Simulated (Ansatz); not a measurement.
The start is a generated trial cell of Hf in the AFLOW prototype A_hR1_166_a (A_i). Cell shape, volume and atoms are optimised at zero target pressure with PBEsol (plane waves to 420 eV, PAW, scalar-relativistic; Ansatz, an electronic-structure program). The first steps use a coarse 12×12×12 k-mesh.

Starting cell:
```
CELL_PARAMETERS angstrom
      2.15728     1.24551     1.39237
     -2.15728     1.24551     1.39237
      0.00000    -2.49101     1.39237
ATOMIC_POSITIONS crystal
  Hf 0.00000 0.00000 0.00000
```

Problem. Does the structure survive the relaxation? Give the final space group.

Solution. The space group goes from R-3m (No. 166) to Im-3m (No. 229); the end is bcc (W type), with 1 atom in the primitive cell.

Problem. By how much does the energy per atom fall from start to end?

Solution. 0.65 eV/atom.

Problem. How does the volume change?

Solution. -5.3 %, from 22.45 to 21.26 Å³/atom.

Problem. How do the shortest distances between atoms change?

Solution. The closest pairs of elements (up to four, under 3.6 Å), start → end: Hf–Hf 2.85 → 3.02 Å.

Final values are on a 19×19×19 k-mesh of the relaxed cell. No spin polarisation in the result.

The run could not lose the symmetry of its start.

This is a known allotrope of Hf, reached from a generated start. Known forms of Hf include space group No. 194.
